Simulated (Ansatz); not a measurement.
# Cs4Au: stable or not

The cell was found from a structure generator's guess, not taken from experiment.

Theory: DFT PBE, scalar-relativistic, plane waves, PAW (Ansatz). The final run on the 5-atom cell used 420 eV, a Γ-centred 6×6×6 mesh, 0.10 eV smearing and no spin polarisation.

```cif
data_structure
_symmetry_space_group_name_H-M 'Im-3m'
_symmetry_Int_Tables_number 229
_cell_length_a 9.2091
_cell_length_b 9.2091
_cell_length_c 9.2091
_cell_angle_alpha 90.000
_cell_angle_beta 90.000
_cell_angle_gamma 90.000
_cell_volume 781.00
loop_
_atom_site_label
_atom_site_type_symbol
_atom_site_symmetry_multiplicity
_atom_site_Wyckoff_symbol
_atom_site_fract_x
_atom_site_fract_y
_atom_site_fract_z
_atom_site_occupancy
Cs1 Cs 8 c 0.25000 0.25000 0.75000 1
Au1 Au 2 a 0.00000 0.00000 0.00000 1
```

Energies over the elements count from the elements' standard structures at the same level, with no fitted energy shifts.

Question: These tests were run: energy against the elements; phonons at Γ; elastic tensor. What do they show?

Answer:

| test | result |
| --- | --- |
| energy against the elements | −0.08 eV/atom |
| phonons at Γ | imaginary modes down to 18i cm⁻¹ |
| elastic tensor | least eigenvalue 0 GPa |

It fails none of these tests outright. Whether a mixture of other phases lies lower isn't tested here. Phonons away from Γ weren't computed. Undecided within the accuracy: phonons at Γ and elastic tensor.

These runs have no spin–orbit coupling, which can matter for Au. The run for the phonons used a 6×6×6 k mesh and Fermi–Dirac smearing of 0.15 eV. The run for the elastic tensor used a 6×6×6 k mesh and Fermi–Dirac smearing of 0.15 eV.
